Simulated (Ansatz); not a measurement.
# Computed properties of MoRu

MoRu:
```
MoRu
1.0
    2.76401     0.00000     0.00000
    0.00000     2.76401     0.00000
    0.00000     0.00000     3.81473
Ru Mo
1 1
Direct
  0.00000   0.00000   0.00000
  0.50000   0.50000   0.50000
```

Space group P4/mmm (No. 123), L1₀ or tetragonal B2; conventional cell a = 2.764 Å, b = 2.764 Å, c = 3.815 Å, α = 90.00°, β = 90.00°, γ = 90.00°.

Method: r²SCAN in the plane-wave PAW code Ansatz. The cell and atoms are relaxed at this level. Other levels are named where they apply.

**Cell and energy**

Volume per atom: 14.57 Å³
Density: 11.23 g/cm³
Formation energy from the elements (no fitted shifts): 0.077 eV/atom

**Electronic structure**

- Electronic character: metallic (no gap)
- Density of states at the Fermi level: 1.1 states/eV per atom (mean over ±0.08 eV)
- Gap with spin–orbit coupling: none (metallic)

**Mechanics**

- Bulk modulus (Birch–Murnaghan fit): 2960 kbar
- Pressure derivative B′: 4.4

**Charges**

- Bader charges = Ru -0.59, Mo +0.59 e

The start of the workflow was typed in or built on a structure type; neither database checked (COD, Materials Project) lists it. Whether it is the stable phase at ambient conditions was not checked. The r²SCAN relaxation kept the symmetry of its start; whether a distortion lowers the energy is not shown. No spin polarisation was allowed. Axis ratios of metals converge slowly with the k-mesh, so a and c are less sure than the volume. The references are the lowest solids computed at this level, not always the standard phases. Scalar-relativistic: spin–orbit coupling is off unless named, which matters more the heavier the elements.

Potentials: the later of the program's two PAW sets.
